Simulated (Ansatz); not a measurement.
**Hf2C: relaxation (Ansatz)**

Launch command:

```bash
ansatz run input.yaml --threads 2 --pin off --max-ram 3584MiB --backend cpu --events-out ev --progress --plain --runs-dir out
```

Input:

```yaml
crystal:
  lattice:
    - [1.661807, 2.87833, 0.0]
    - [-1.661807, 2.87833, 0.0]
    - [0.0, -1.918887, 5.490393]
  atoms:
    - { symbol: C, position: [0.0, 0.0, 0.0] }
    - { symbol: Hf, position: [0.25793, 0.25793, 0.77379] }
    - { symbol: Hf, position: [0.74207, 0.74207, 0.22621] }
  symmetry: { tolerance: 0.0003 }
kpoints:
  mp_grid: { grid: [6, 6, 6], shift: [0, 0, 0] }
magnetization:
  noncollinear: true
  spin_orbit: true
scf:
  occupations: { method: fermi_dirac }
  lower_state_search: "off"
hamiltonian:
  pseudopotentials: { kind: paw_fr }
  xc: pbe
basis:
  ecutwfc: 420
  fft_grid_basis: typed
relax:
  max_steps: 40
  cell: { p_target: 0.0 }
  f_tol: 0.03
output:
  forces: true
  stress: true
  eigenvalues: true
  bader: true
  populations: true
  elf: true
  write_potential: true
  volumetric_format: npy
  dos:
    e_range: [-12, 8]
    de: 0.05
    projected: { site_lists: { C: [C], Hf: [Hf] } }
    method: { smearing: { sigma: 0.1, scheme: gaussian } }
  write_density: true
checkpoint:
  read: saved_state
```

Origin of the cell: a known structure type with other elements, at an estimated volume, so it need not be a known compound.

The smearing width isn't typed, so it takes its default of 0.1 eV.

The saved state is a converged single point of the same cell.

Excerpt of the output:

```
Warning: crystal.lattice misses the space group found at crystal.symmetry.tolerance 3.0e-4 in a digit that the deck types, which is why this is a warning: making the lattice exact moves one o […]
Pseudopotentials: kind: paw_fr
Pseudopotential: C, paw_fr, valence charge 4, recommended cutoff 420 eV (normal), C.paw.azcp#standard-fr
Pseudopotential: Hf, paw_fr, valence charge 26, recommended cutoff 420 eV (normal), Hf.paw.azcp#standard-fr
Functional definition: PBE
  exchange = pbe_x(kappa = kappa, mu = beta*pi^2/3)
  correlation = pbe_c(beta = beta)
non-collinear run that drives no moment, with spin-orbit: no starting moment large enough to seed its density (crystal.atoms[].spin), no starting occupations that ask for one, no magnetisatio […]
Crystal: 3 atoms, lattice volume = 52.524 Å³
Basis set: ecut = 420 eV, 1039 PW (Γ), exchange–correlation on 48×48×80 points (8 copies of the dense FFT grid, shifted against one another)
Bands: 68, of which v1, the nominal top of the filled ones, is band 56 counted from 1 (55 counted from 0)
[… 9 lines left out …]
Initial density: read from a saved state, or passed on in memory by an earlier SCF of this step, an earlier step, the calling program or the single point that the run made first
Functional: x = pbe(κ = 0.804, μ = 0.219515), c = pbe(β = 0.066725)
SCF iter   1: F=—  HF=-31732.800526 eV  Δρ=3.16e-3  dr2=8.28e-4  dr2_m=0.00e0 (ungated)  |M|=0.00e0 ∫|m|=0.00e0 μB
SCF iter   2: F=—  HF=-31732.802099 eV  Δρ=2.26e-3  dr2=4.20e-4  dr2_m=0.00e0 (ungated)  |M|=0.00e0 ∫|m|=0.00e0 μB
SCF iter   3: F=—  HF=-31732.803792 eV  Δρ=2.03e-4  dr2=2.10e-5  dr2_m=0.00e0 (ungated)  |M|=0.00e0 ∫|m|=0.00e0 μB
SCF iter   4: F=—  HF=-31732.803790 eV  Δρ=1.02e-4  dr2=5.93e-6  dr2_m=0.00e0 (ungated)  |M|=0.00e0 ∫|m|=0.00e0 μB
SCF iter   5: F=—  HF=-31732.803791 eV  Δρ=4.78e-5  dr2=1.03e-6  dr2_m=0.00e0 (ungated)  |M|=0.00e0 ∫|m|=0.00e0 μB
SCF iter   6: F=-31732.803791 eV  HF=-31732.803791 eV  Δρ=8.31e-6  dr2=6.75e-8  dr2_m=0.00e0 (ungated)  |M|=0.00e0 ∫|m|=0.00e0 μB
relax step   1: F+E_penalty+E_count = -31732.803791 eV  Δ(F+E_penalty+E_count) = +0.000e0 eV  max|allowed force component| = 2.990e-1 eV/Å  Δτ_max = 0.0000 Å  P = -5.892 GPa  Ω = 52.524 Å³  ( […]
relax step   2: F+E_penalty+E_count = -31732.869772 eV  Δ(F+E_penalty+E_count) = -6.598e-2 eV  max|allowed force component| = 5.600e-1 eV/Å  Δτ_max = 0.1011 Å  P = +2.669 GPa  Ω = 47.942 Å³ […]
relax step   3: F+E_penalty+E_count = -31732.898206 eV  Δ(F+E_penalty+E_count) = -2.843e-2 eV  max|allowed force component| = 2.836e-2 eV/Å  Δτ_max = 0.0444 Å  P = -1.024 GPa  Ω = 49.698 Å³ […]
relax step   4: F+E_penalty+E_count = -31732.900214 eV  Δ(F+E_penalty+E_count) = -2.008e-3 eV  max|allowed force component| = 1.264e-2 eV/Å  Δτ_max = 0.0025 Å  P = +0.103 GPa  Ω = 49.328 Å³ […]
relax step   5: F+E_penalty+E_count = -31732.900371 eV  Δ(F+E_penalty+E_count) = -1.575e-4 eV  max|allowed force component| = 3.221e-3 eV/Å  Δτ_max = 0.0008 Å  P = +0.037 GPa  Ω = 49.331 Å³ […]
relax step   6: F+E_penalty+E_count = -31732.900378 eV  Δ(F+E_penalty+E_count) = -6.249e-6 eV  max|allowed force component| = 6.674e-4 eV/Å  Δτ_max = 0.0002 Å  P = -0.000 GPa  Ω = 49.337 Å³ […]
relax step   7: F+E_penalty+E_count = -31732.898097 eV  Δ(F+E_penalty+E_count) = +2.280e-3 eV  max|allowed force component| = 4.571e-4 eV/Å  Δτ_max = 0.0000 Å  P = -0.045 GPa  Ω = 49.337 Å³  stress off target by 6.74e-2 GPa […]
relax step   8: F+E_penalty+E_count = -31732.898117 eV  Δ(F+E_penalty+E_count) = -1.966e-5 eV  max|allowed force component| = 5.141e-4 eV/Å  Δτ_max = 0.0003 Å  P = -0.003 GPa  Ω = 49.320 Å³ […]
relax step   9: F+E_penalty+E_count = -31732.898100 eV  Δ(F+E_penalty+E_count) = +1.725e-5 eV  max|allowed force component| = 6.751e-4 eV/Å  Δτ_max = 0.0000 Å  P = -0.003 GPa  Ω = 49.320 Å³  stress off target by 5.54e-3 GPa […]
SCF 9 converged in 6 iterations: F = -31732.898100 eV  dr2 = 1.53e-11
basis re-selected at this cell: Δ(F+E_penalty+E_count) = +1.725e-5 eV, ΔP = -0.000 GPa vs the last step (what re-selecting the basis moved, of the pressure what is left beyond the Pulay corre […]
SCF converged after 6 iterations
Magnetization: |M| = 0.0000 μB,  M = (+0.0000, +0.0000, +0.0000) μB
Absolute magnetization: 0.0000 μB (∫|m|)
  site 0: m = (+0.0000, +0.0000, +0.0000) μB, |m| = 0.0000 μB  (R = 0.94 Å)
  site 1: m = (+0.0000, +0.0000, +0.0000) μB, |m| = 0.0000 μB  (R = 0.94 Å)
  site 2: m = (+0.0000, +0.0000, +0.0000) μB, |m| = 0.0000 μB  (R = 0.94 Å)
Free energy (F): -31732.898100 eV
Harris-Foulkes:  -31732.898100 eV  (|F-HF|=2.55e-11)
Internal energy: -31732.838319 eV  (E = F + TS)
E sigma→0 (E₀):  -31732.868209 eV
Entropy (-TS):   -0.059781 eV (-19.927 meV/atom)
Fermi energy:    19.271416 eV
--- Per-component energies (eV) ---
  E_band       = 98.755914
  E_kinetic    = 935.788101
  E_local      = -10466.706074  (includes V_loc(G=0)·N_el)
  E_nonlocal   = -2464.251113
  E_hartree    = 4923.199671
  E_xc         = -648.001505
  E_vxc        = -592.576793  (∫ρ·V_xc dr)
  E_paw        = -13991.025117  (= ΣΔE_a)
  E_vpaw       = 2840.102278  (= ΣTr[D̂ρ^β])
  E_aug_tail   = 0.000005  (compensation charges beyond the density's cutoff)
  E_ewald      = -10021.842287
  E_smearing   = -0.059781  (= −TS)
  Σ components = -31732.898100   (vs F -31732.898100, Δ=0.00e0)
--- Forces (eV/Å), atoms counted from 1 ---
  atom   1  C     -0.000000     0.000000     0.000000
  atom   2  Hf     0.000000    -0.000000     0.000675
  atom   3  Hf     0.000000     0.000000    -0.000675
  max |Σ_I F_I| component: 0.0 eV/Å
--- Stress (GPa, compression-positive) ---
       -0.001733       0.000000       0.000000
       -0.000000      -0.001733       0.000000
        0.000000       0.000000      -0.005536
  P = ⅓ Tr σ = -0.0030 GPa (-0.030 kbar)
--- Relaxed structure (7 steps of the walk, 7 accepted, 2 SCFs on fresh bases) ---
  F+E_penalty+E_count = -31732.898100 eV   max|allowed force component| = 6.751e-4 eV/Å   (the final SCF, on the basis selected at the relaxed cell)
  cell:  # Å, volume = 49.3202 Å³
    - [1.643466, 2.846566, 8.641e-8]
    - [-1.643466, 2.846566, 8.641e-8]
    - [0.0, -1.897711, 5.271238]
  atoms:
    - { symbol: C, position: [0.0, 0.0, 0.0] }
    - { symbol: Hf, position: [0.254255, 0.254255, 0.762764] }
    - { symbol: Hf, position: [0.745745, 0.745745, 0.237236] }
--- Löwdin populations: 3 sites ---
  site symbol       q [e]
     0      C      4.7237
     1     Hf     25.5595
     2     Hf     25.5595
  spilling = 0.002809 (of n_electrons = 56.000000)
--- Bader charges: 3 sites ---
  site symbol  charge [e]  shift [e]  m_x [muB]  m_y [muB]  m_z [muB]
     0      C     -2.2105     0.0013     0.0000     0.0000     0.0000
     1     Hf      1.1052     0.0007     0.0000     0.0000     0.0000
     2     Hf      1.1053     0.0007     0.0000     0.0000     0.0000
  estimated error of the sums over rays = 4.5e-4 e
```

Before:

Space group R-3m (No. 166); the run's cell has a = 3.324 Å, b = 3.324 Å, c = 5.816 Å, α = 106.60°, β = 106.60°, γ = 60.00°. Shortest distances: C–Hf 2.29 Å, Hf–Hf 3.14 Å, C–C 3.32 Å.

The relaxed structure.

Space group R-3m (No. 166); the run's cell has a = 3.287 Å, b = 3.287 Å, c = 5.602 Å, α = 107.06°, β = 107.06°, γ = 60.00°. Shortest distances: C–Hf 2.27 Å, Hf–Hf 3.14 Å, C–C 3.29 Å.

```yaml
Free_energy_lowered_by: 31.4 meV/atom
Volume_change: -6.10 %
Final_pressure: 0.00 GPa
Relaxation_steps_listed: 9
Gap_on_the_mesh: none (metal)
```

Caveats: no moments, though an odd count or open d shells may carry them; the k mesh is coarse if the cell is a metal; the relaxation held the start's symmetry, so the end may be a saddle point.

The run took 98 s on 2 threads of Arm Neoverse V2, with other jobs on the host, peak memory 0.62 GiB, from a saved density.
